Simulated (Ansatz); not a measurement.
# Ca: reading a single point

```
Ca
1.0
     0.00000    2.76717    2.76717
     2.76717    0.00000    2.76717
     2.76717    2.76717    0.00000
Ca
1
Direct
  0.00000 0.00000 0.00000
```

The numbers come from plane-wave PAW DFT (Ansatz): PBE, spin-orbit coupling, 420 eV, 11×11×11 Γ-centred k points, fermi-dirac occupations (width 0.1 eV). Nothing was relaxed.

The state carries no moments; the state need not be the lowest.

(1) Is the cell too large or too small?

(2) What happens at the Fermi level?

Origin: a database entry at a rescaled volume.

Results:

(1) The pressure is -0.1 GPa (compression positive), so with the atoms held at these fractions the cell is close to zero pressure.

(2) It is a metal, with about 1.2 states/eV a cell as the mean within 0.25 eV of the Fermi level.
